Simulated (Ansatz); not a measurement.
Consider the following.

FeSi:
```yaml
crystal:
  lattice:
    - [4.44792, 0.00000, 0.00000]
    - [0.00000, 4.44792, 0.00000]
    - [0.00000, 0.00000, 4.44792]
  atoms:
    - { symbol: Fe, position: [0.13600, 0.13600, 0.13600] }
    - { symbol: Fe, position: [0.36400, 0.86400, 0.63600] }
    - { symbol: Fe, position: [0.63600, 0.36400, 0.86400] }
    - { symbol: Fe, position: [0.86400, 0.63600, 0.36400] }
    - { symbol: Si, position: [0.84071, 0.84071, 0.84071] }
    - { symbol: Si, position: [0.65929, 0.15929, 0.34071] }
    - { symbol: Si, position: [0.34071, 0.65929, 0.15929] }
    - { symbol: Si, position: [0.15929, 0.34071, 0.65929] }
```

This is the PBE-relaxed structure. x, y and z are the axes in which the lattice vectors are written.

**Question.** All from PBE (plane waves, PAW; program Ansatz), unless another level is named. Give the smallest direct gap on the standard path.

**Answer.** 0.21 eV.

**Question.** And the HSE06 gap on the PBE cell?

**Answer.** 1.47 eV.

**Question.** Next, the band gap?

**Answer.** 0.15 eV (indirect).

**Question.** And the conduction-band minimum?

**Answer.** off the standard path, at k = (0.000, 0.323, 0.214) in fractions of the reciprocal vectors.

**Question.** Give the valence-band maximum.

**Answer.** off the standard path, at k = (-0.078, -0.089, 0.286) in fractions of the reciprocal vectors.

Space group P2_13. The cell was relaxed with PBE under the symmetry of its start. The workflow began spin-polarised and lost its moments.

Potentials: the later of the program's two PAW sets.
